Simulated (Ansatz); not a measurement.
Given:

AgCl (rock salt)

```
AgCl
1.0
    0.00000     5.54504     5.54504
    2.77252     0.00000     2.77252
    2.77252     2.77252     0.00000
Cl Ag
2 2
Cartesian
  0.00000   0.00000   0.00000
  0.00000   2.77252   2.77252
  2.77252   2.77252   2.77252
  2.77252   5.54504   5.54504
```

In this cell atom 1 (Cl, nearest neighbour Ag at 2.773 Å; its periodic images, 3.9 Å or more away, move with it) is moved by s along Cartesian z, unit vector (0.000, 0.000, 1.000); all other atoms and the cell stay fixed.

Method: r2SCAN (plane waves to 500 eV, PAW, scalar-relativistic; Ansatz, a quantum-chemistry and plane-wave program). k mesh 4×8×8 (Γ-centred), Fermi-Dirac smearing 0.05 eV. E stands for the smeared free energy. AgCl was relaxed with its symmetry unable to fall. ΔE is measured from the undisplaced structure.

The scan covers s from -0.280 to 0.280 Å in 11 points.

Question: Is the energy the same for equal positive and negative displacements?

Answer: Even: the same for both signs. With its periodic images moving along, the atom's site symmetry in this cell is -3m.

Question: What force acts on the atom along the line at s = -0.280 Å?

Answer: 0.686 eV/Å.

Question: What is the energy change at s = 0.280 Å?

Answer: 80.7 meV/cell.

Question: What is the force constant k = d²E/ds² of this move at s = 0?

Answer: 1.68 eV/Å².

(A displaced cell: forces are minus the slopes of the energy, force constants its curvatures, and phonons follow from these.)
